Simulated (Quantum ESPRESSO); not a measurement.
Ge6AlN, a curve over strain

Simulated, not a measurement. The program is pw.x of Quantum ESPRESSO 7.5 (plane-wave density functional theory). The cell is made up: 8 atoms on a zincblende/diamond lattice, with randomly drawn elements, strain and displacements, not relaxed. PseudoDojo standard norm-conserving files (v0.5 for PBE, v0.4.1 for LDA and PBEsol) set the functional; there is no spin polarisation, spin-orbit coupling or dispersion term, and the masses in the input are unused placeholders.

Seven runs add a strain to one cell (the same linear strain along x, y and z); the atoms follow the cell and are not relaxed. Stress in the table is positive in tension.

Input of the run at -0.0025:

```
&control calculation='scf', pseudo_dir='./dojo.nc.sr.pbe.v0_5.standard.upf', outdir='./o', disk_io='low', tprnfor=.true., tstress=.true. /
&system ibrav=0, nat=8, ntyp=3, nbnd=56, ecutwfc=84.00895049, nosym=.true., tot_charge=0,
 occupations='smearing', smearing='fd', degauss=0.0073498644
/
&electrons conv_thr=7.350e-09, electron_maxstep=60, /
ATOMIC_SPECIES
Al 1.0 Al.upf
Ge 1.0 Ge.upf
N 1.0 N.upf
CELL_PARAMETERS angstrom
5.9505 -0.1004 -0.0365
-0.1004 5.9399 0.0804
-0.0365 0.0804 5.8225
ATOMIC_POSITIONS angstrom
Ge -0.1128 0.0379 -0.0017
Al 0.051 3.0464 3.0346
Ge 2.9271 0.0944 2.8931
Ge 2.8767 2.9931 0.1128
Ge 1.4274 1.5172 1.4626
Ge 1.2569 4.3984 4.3824
N 4.3734 1.4999 4.4337
Ge 4.3532 4.4405 1.4573
K_POINTS automatic
6 6 6 1 1 1
```

```
added strain  free energy less that of the input shown (eV)  stress xx (GPa)  stress yy (GPa)  stress zz (GPa)  stress xy (GPa)  pressure (GPa)  iterations
     -0.0220                                        -0.4056             5.29             4.53             3.47            -3.28           -4.43          11
     -0.0114                                        -0.2051             6.41             5.72             4.69            -2.89           -5.61          11
     -0.0025                                         0.0000             7.20             6.55             5.55            -2.60           -6.43          11
     +0.0060                                         0.2237             7.83             7.23             6.25            -2.35           -7.10          11
     +0.0086                                         0.2976             8.00             7.41             6.44            -2.28           -7.28          11
     +0.0168                                         0.5438             8.48             7.93             6.99            -2.06           -7.80          12
     +0.0207                                         0.6679             8.68             8.14             7.22            -1.97           -8.01          12
```

A cubic fit gives a slope of stress xx against the added strain of 77 GPa at zero added strain, with the atoms clamped. Across the table the free energy follows the integral of the stress to within 0.9 meV. A rerun of one of the cells at 1437 eV and a 8 x 8 x 8 mesh moved values by no more than 0.003 eV in energy, 0.02 GPa in stress and 0.006 eV/Å in force.